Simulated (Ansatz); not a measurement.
Relaxed Zr (hcp, Mg type):

```
Zr
1.0
    6.49182     0.00000     0.00000
   -1.62295     2.81104     0.00000
    0.00000     0.00000     5.15116
Zr
4
Cartesian
  0.00000   1.87403   3.86337
  3.24591   1.87403   3.86337
  1.62295   0.93701   1.28779
  4.86886   0.93701   1.28779
```

In each cell atom 4 (Zr, nearest neighbour Zr at 3.185 Å; its periodic images, 3.2 Å or more away, move with it) moves by s·(0.707, 0.707, 0.000) (along Cartesian [110]), the rest being held.

These are r2SCAN (plane waves to 500 eV, PAW, scalar-relativistic; Ansatz, a quantum-chemistry and plane-wave program) values and carry that method's errors. k mesh 13×13×7 (Γ-centred), Fermi-Dirac smearing 0.05 eV. E stands for the smeared free energy. Left out: 4 of 11 points, with atoms too close for the PAW data. With partly filled bands, energies and forces of such displacements shift with the k mesh and the smearing. The PAW data are Ansatz's earlier set. Zr is run without spin polarisation. Zr was relaxed with its symmetry unable to fall. The zero of ΔE is the undisplaced structure. The last digit holds for this mesh only.

| s (Å) | ΔE (meV/cell) |
|---|---|
| -0.576 | 894.1 |
| -0.384 | 408.6 |
| -0.192 | 108.5 |
| 0.000 | 0.0 |
| 0.192 | 105.8 |
| 0.384 | 404.3 |
| 0.576 | 902.1 |

Problem. What force constant k = d²E/ds² at s = 0 does the table give?

Solution. 5.9 eV/Å². It is the second difference of the nearest points, corrected with the next pair.

Problem. With k = 5.82 eV/Å² from the forces, is the well harmonic out to s = 0.576 Å?

Solution. ½ks² = 966 meV/cell against the computed 902 meV/cell, so the well is softer than harmonic there.

(A displaced cell: forces are minus the slopes of the energy, force constants its curvatures, and phonons follow from these.)
